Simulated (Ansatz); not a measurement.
Input:

ZrCu:
```cif
data_CuZr
_chemical_formula_sum 'Zr1 Cu1'
_space_group_name_H-M_alt 'P 1'
_space_group_IT_number 1
_cell_length_a 3.25365
_cell_length_b 3.25365
_cell_length_c 3.25365
_cell_angle_alpha 90.000
_cell_angle_beta 90.000
_cell_angle_gamma 90.000
loop_
_space_group_symop_operation_xyz
  'x, y, z'
loop_
_atom_site_label
_atom_site_type_symbol
_atom_site_fract_x
_atom_site_fract_y
_atom_site_fract_z
_atom_site_occupancy
Zr1 Zr 0.50000 0.50000 0.50000 1
Cu1 Cu 0.00000 0.00000 0.00000 1
```

This is the r²SCAN-relaxed structure.

Q: All from the program Ansatz at the r²SCAN level (PAW), unless another level is named. Predict the density of states at the Fermi level.

A: 1.6 states/eV per atom (mean over ±0.08 eV).

Q: Predict the formation energy from the elements (no fitted shifts).

A: -0.097 eV/atom.

Space group Pm-3m (CsCl type). The first step of the workflow began from a Materials Project structure, measured or hypothetical; the Crystallography Open Database copy checked does not list it. Whether it is the stable phase at ambient conditions was not checked. The cell was relaxed with r²SCAN under the symmetry of its start; its stability against distortions is not shown here. No spin polarisation was allowed. The references are the lowest solids computed at this level, not always the standard phases. Scalar-relativistic: spin–orbit coupling is off unless named, which matters more the heavier the elements.

Potentials: the later of the program's two PAW sets.
